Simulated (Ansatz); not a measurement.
The end point of a relaxation of TiAl. Calculation: PBE (plane waves to 420 eV, PAW, scalar-relativistic; Ansatz, a quantum-chemistry and plane-wave program).

```
CELL_PARAMETERS angstrom
      2.82419     0.00000     0.00000
      0.00000     2.82419     0.00000
      0.00000     0.00000     4.07103
ATOMIC_POSITIONS crystal
  Al 0.50000 0.50000 0.50000
  Ti 0.00000 0.00000 0.00000
```

### Question
Find the space group and the Wyckoff positions (tolerance 0.01 Å).

### Answer
Space group P4/mmm (No. 123); a = b = 2.824 Å, c = 4.071 Å, α = β = γ = 90.00°

```json
[
 {"atom": "Al", "site": "1d", "symmetry": "4/mmm", "x": "0.5000", "y": "0.5000", "z": "0.5000"},
 {"atom": "Ti", "site": "1a", "symmetry": "4/mmm", "x": "0.0000", "y": "0.0000", "z": "0.0000"}
]
```

This is the AFLOW prototype AB_tP2_123_a_d (L1_0, as in CuAu).

### Question
Give the shortest distances between elements (the closest pairs, up to four, under 3.6 Å).

### Answer
Al–Al 2.82 Å; Ti–Ti 2.82 Å; Al–Ti 2.85 Å.

```json
{
 "volume_per_atom": "16.24 Å³",
 "band_gap": "no gap (metallic)"
}
```

No spin polarisation in the result.

The run could not lose the symmetry of its start.

All atoms sit on sites fixed by symmetry, so only the cell could relax.

The first start was generated by a random draw of sites in a space group. A measured structure of TiAl has the same space group, P4/mmm (No. 123); the sites were not compared with it.
